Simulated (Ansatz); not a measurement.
NbCuN$_{2}$ in space group R-3m (No. 166; Nb on 3b, Cu on 3a, N on 6c), r²SCAN in the plane-wave PAW code Ansatz, all energies at zero smearing, with the estimated change up to a 700 eV cutoff added, with one set of potentials and settings (totals compare only within such a set). Cell of 4 atoms (1 Nb, 1 Cu, 2 N): -11966.825 eV.

```csv
element,reference phase,E (eV/atom)
Nb,"Im-3m, 1 atoms in the cell",-4563.6321
Cu,"Fm-3m, 1 atoms in the cell",-6631.2396
N,"Pa-3, 8 atoms in the cell",-384.8315
```

Formation energy per atom, worked out: (-11966.825 − 1×(-4563.6321) − 1×(-6631.2396) − 2×(-384.8315))/4 = -0.573 eV/atom (-55 kJ per mol of atoms), at 0 K, without zero-point energy or fitted corrections.

The start of the workflow was typed in or built on a structure type; neither database checked (COD, Materials Project) lists it. Its standing as an ambient phase is unchecked. Symmetry was held in the r²SCAN relaxation; whether a distortion lowers the energy is not shown. The workflow began spin-polarised and lost its moments. The references are the lowest solids computed at this level, not always the standard phases (solids in place of the gases).

Potentials: the later of the program's two PAW sets.
